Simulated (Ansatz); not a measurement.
Consider the following.

Hf (hcp, Mg type)

```yaml
crystal:
  lattice:
    - [3.20423, 0.00000, 0.00000]
    - [-1.60212, 2.77495, 0.00000]
    - [0.00000, 0.00000, 5.06913]
  atoms:
    - { symbol: Hf, position: [0.33333, 0.66667, 0.75000] }
    - { symbol: Hf, position: [0.66667, 0.33333, 0.25000] }
```

In each cell atom 1 (Hf, nearest neighbour Hf at 3.138 Å; its periodic images, 3.2 Å or more away, move with it) moves by s·(-0.511, -0.295, 0.808) (towards the nearest neighbour), the rest being held.

Level of theory: PBE (plane waves to 420 eV, PAW, scalar-relativistic; Ansatz, an electronic-structure program). k mesh 13×13×8 (Γ-centred), Fermi-Dirac smearing 0.05 eV. Energies are smeared free energies. With partly filled bands, energies and forces of such displacements shift with the k mesh and the smearing. Hf is run without spin polarisation. Hf was relaxed with its symmetry unable to fall. Spin-orbit coupling is left out, though Hf is heavy. ΔE is measured from the undisplaced structure.

The scan covers s from -0.310 to 0.310 Å in 11 points.

### Question
Is this a single well or a double well?

### Answer
A single well with its minimum at or next to zero displacement.

### Question
What is the energy change at s = 0.310 Å?

### Answer
186 meV/cell.

### Question
What force acts on the atom along the line at s = -0.310 Å?

### Answer
1.38 eV/Å.

### Question
What is the force constant k = d²E/ds² of this move at s = 0?

### Answer
2.78 eV/Å².

(For displaced atoms, the force is minus the slope of the energy, and its curvature is a force constant, which sets phonon frequencies.)
